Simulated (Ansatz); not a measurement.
## Course of a relaxation: Al4P

The guess for Al4P was made by a generator: random cell by space group and Wyckoff sites (I4/mmm, No. 139). Its size is a rough estimate.

```
Al P
1.0
    -2.71047    2.71047    3.04445
     2.71047   -2.71047    3.04445
     2.71047    2.71047   -3.04445
Al P
4 1
Direct
  0.26745 0.26745 0.53491
  0.73255 0.73255 0.46509
  0.26745 0.73255 0.00000
  0.73255 0.26745 0.00000
  0.00000 0.00000 0.00000
```

Theory: DFT PBE, scalar-relativistic, plane waves, PAW (Ansatz). Cutoff 420 eV, Gaussian smearing, Γ-centred meshes. Cell and atoms relax first on a coarse mesh and then on a finer one. In between, the cell is made exact in the group found at 0.06 Å. In metals the finer mesh still leaves noise of several meV/atom or more. The steps can't lower the symmetry of their start. No spin polarisation.

Steps on the 4×4×4 mesh (5 atoms, 9 steps). The free energy counts from the last step; the plane-wave basis is renewed at times, which shifts energy and pressure.

| step | ΔF (meV/atom) | V (Å³/atom) | P (GPa) | largest force component (eV/Å) |
| --- | --- | --- | --- | --- |
| 1 | 535.9 | 17.89 | 24.68 | 2.543 |
| 2 | 141.9 | 19.59 | 9.08 | 0.578 |
| 3 | 29.3 | 20.02 | 4.11 | 0.233 |
| 4 | 6.6 | 20.49 | 0.89 | 0.117 |
| 5 | 4.3 | 20.85 | -0.03 | 0.047 |
| 6 | 4.1 | 20.86 | 0.01 | 0.027 |
| 7 | 0.2 | 20.86 | 0.22 | 0.025 |
| 8 | 0.0 | 20.89 | 0.08 | 0.003 |
| 9 | 0.0 | 20.89 | 0.08 | 0.003 |

The relaxed structure, after a last relaxation on the converged mesh:

```yaml
crystal:
  lattice:
    - [-3.02864, 3.02864, 2.83606]
    - [3.02864, -3.02864, 2.83606]
    - [3.02864, 3.02864, -2.83606]
  atoms:
    - { symbol: Al, position: [0.28074, 0.28074, 0.56147] }
    - { symbol: Al, position: [0.71926, 0.71926, 0.43853] }
    - { symbol: Al, position: [0.28074, 0.71926, 0.00000] }
    - { symbol: Al, position: [0.71926, 0.28074, 0.00000] }
    - { symbol: P, position: [0.00000, 0.00000, 0.00000] }
```

The symmetry stays I4/mmm (No. 139). The volume per atom grows by 16.3 %, from 17.9 to 20.8 Å³. The shortest distance goes from 2.05 Å (Al–P) to 2.40 Å (Al–P). The ratio c/a of the conventional cell changes by a factor of 0.83. The energy falls by about 0.54 eV/atom (the start's value is from the coarse mesh). Around Al lie 1 P at 2.40 Å, 2 Al at 2.66 Å and 2 Al at 2.88 Å; P is surrounded by 4 Al at 2.40 Å.

```json
{
 "Volume per atom": "20.81 Å³",
 "Density": "2.22 g/cm³",
 "Energy over the elements": "+0.34 eV/atom",
 "Gap on the 10×10×10 mesh of the 5-atom cell": "0 eV (a metal)"
}
```

Formation energies are uncorrected and refer to the elements' standard structures at the same level. The references include black phosphorus.

The last run used Gaussian smearing of 0.10 eV. The cell is a metal run without spin; a magnetic state may lie lower. The reference form of P is held partly by dispersion forces, which this level lacks. Symmetry constrained the relaxation, so the result can be a saddle point. In all, the 3 runs took 45 s on 1 thread of Arm Neoverse V2, with other jobs on the host. Another cell of Al4P relaxed alike, in I4/mmm, lies 179 meV/atom lower, so this cell isn't the stable form at this level.
